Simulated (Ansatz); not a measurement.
**Structures of ZnW: which is lowest?**

Plane-wave DFT in Ansatz with scalar-relativistic PAW potentials, cutoff 420 eV, Γ-centred meshes chosen by cell and gap, Gaussian smearing with energies taken to zero width. Every cell was relaxed (cell and atoms) in a run of its own, within the symmetry of its start. Functional: PBE.

Relaxed structures (starts from databases or built by putting these elements on another compound's sites):
A. Cmcm, 4 atoms in the computed cell, a = 4.325 Å, b = 9.267 Å, c = 3.223 Å; sites (symmetry × multiplicity) Zn m2m × 4, W m2m × 4; start: built
B. Fd-3m, 4 atoms in the computed cell, a = 6.263 Å; sites (symmetry × multiplicity) Zn -43m × 8, W -43m × 8; start: built

**Question.** Rank them by energy. Could pressure change the order?

**Answer.**
| structure | group | E − E(lowest) (meV/atom) | V (Å³/atom) | gap on mesh (eV) |
| --- | --- | --- | --- | --- |
| B | Fd-3m | 0.0 | 15.36 | 0.00 |
| A | Cmcm | 152 | 16.15 | 0.00 |

B is lowest, 152 meV/atom under A. The lowest is also the densest of these, so pressure wouldn't bring one of the others in at first order. Other structures may lie lower than all of these, and vibrations aren't counted.

Spin-orbit coupling is left out, which matters for the bands of heavy elements.